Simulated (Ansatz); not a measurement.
ScZn, DFT, PBEsol, all-electron LAPW, scalar-relativistic (Ansatz 0.2.0), run on 1 thread of Arm Neoverse V1 on a shared host.

The cell comes from COD entry 1527719, which wasn't checked; take it as a given geometry. The listed cell was then made from it by scaling, straining or moving an atom.

Command: `ansatz run input.yaml --threads 1 --pin off --max-ram 3072MiB --backend cpu --events-out ev --progress --plain --runs-dir out`

```yaml
crystal:
  lattice:
    - [3.35, 0.0335, 0.0335]
    - [0.0335, 3.35, 0.0335]
    - [0.0335, 0.0335, 3.35]
  atoms:
    - { symbol: Sc, position: [0.0, 0.0, 0.0] }
    - { symbol: Zn, position: [0.5, 0.5, 0.5] }
kpoints:
  mp_grid: { grid: [10, 10, 10] }
  band_path:
    path:
      - [0.0, 0.0, 0.0]
      - [0.5, 0.5, 0.5]
      - [0.5193194925, 0.4806805075, 0.5]
      - [0.5, -0.4806805075, 0.4806805075]
      - [0.5, 0.0, 0.0]
      - [0.0, 0.0, 0.0]
      - [0.4903402537, -0.4903402537, 0.0]
      - [0.5096597463, 0.0, 0.4903402537]
      - [0.5, 0.0, 0.5]
    npoints: 5
scf:
  occupations: { method: fermi_dirac, width: 0.03 }
hamiltonian:
  xc: pbesol
  pseudopotentials: { kind: all_electron, lapw: { basis_error: 0.0005 } }
output:
  forces: true
  stress: true
  eigenvalues: true
```

Problem. How large is the problem that the program sets up?

Solution. 116 irreducible k-points, 305 plane waves at Γ, 20 bands.

Problem. About how long does it take, and how much memory does it use?

Solution. 29 s of wall time for 10 SCF iterations, with a peak of 0.46 GiB. Times on shared machines scatter by tens of per cent.
